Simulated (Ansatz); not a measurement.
Ta2O5:
```
CELL_PARAMETERS angstrom
      6.20972     0.00000     0.00000
      0.00000     7.32521     0.00000
      0.00000     0.00000     3.78839
ATOMIC_POSITIONS crystal
  Ta 0.22446 0.61908 0.00000
  Ta 0.72446 0.88092 0.00000
  Ta 0.77554 0.38092 0.00000
  Ta 0.27554 0.11908 0.00000
  O  0.19858 0.65640 0.50000
  O  0.69858 0.84360 0.50000
  O  0.80142 0.34360 0.50000
  O  0.30142 0.15640 0.50000
  O  0.50000 0.50000 0.00000
  O  0.00000 0.00000 0.00000
  O  0.38960 0.85983 0.00000
  O  0.88960 0.64017 0.00000
  O  0.61040 0.14017 0.00000
  O  0.11040 0.35983 0.00000
```

Relaxed with r²SCAN. Special points in fractions of this cell's reciprocal vectors: Γ (0.000, 0.000, 0.000); X (0.500, 0.000, 0.000); S (0.500, 0.500, 0.000); Y (0.000, 0.500, 0.000); Z (0.000, 0.000, 0.500); U (0.500, 0.000, 0.500); R (0.500, 0.500, 0.500); T (0.000, 0.500, 0.500).

Q: List the band energies nearest the valence-band maximum at these points for r²SCAN (plane waves, PAW; program Ansatz).

A: In eV from the valence-band maximum; about four levels below and three above (degenerate sets whole), none deeper than 8.9 eV; points with the same levels are listed once.

```
k                    below                above
-  -----------------------  -------------------
Γ  -1.18 -1.03 -0.96 -0.81       2.99 3.00 3.32
X  -1.22 -1.22 -1.08 -1.08  3.01 3.01 3.78 3.78
S  -1.18 -1.18 -0.98 -0.98  3.63 3.63 3.70 3.70
Y  -0.99 -0.99 -0.89 -0.89  3.01 3.01 4.09 4.09
Z   -0.87 -0.83 -0.55 0.00       2.70 3.51 4.92
U  -0.92 -0.92 -0.26 -0.26  3.69 3.69 4.51 4.51
R  -0.73 -0.73 -0.49 -0.49  3.65 3.65 4.95 4.95
T  -0.85 -0.85 -0.27 -0.27  3.90 3.90 4.70 4.70
```

Space group Pbam. The start of the workflow was typed in or built on a structure type; the Crystallography Open Database copy checked does not list it. COD files the formula under space group No. 49, so this cell is another polymorph or a model. Whether it is the stable phase at ambient conditions was not checked. Symmetry was held in the r²SCAN relaxation; whether a distortion lowers the energy is not shown. No spin polarisation was allowed. Scalar-relativistic: spin–orbit coupling is off unless named, which matters more the heavier the elements.

Potentials: the earlier of the program's two PAW sets.
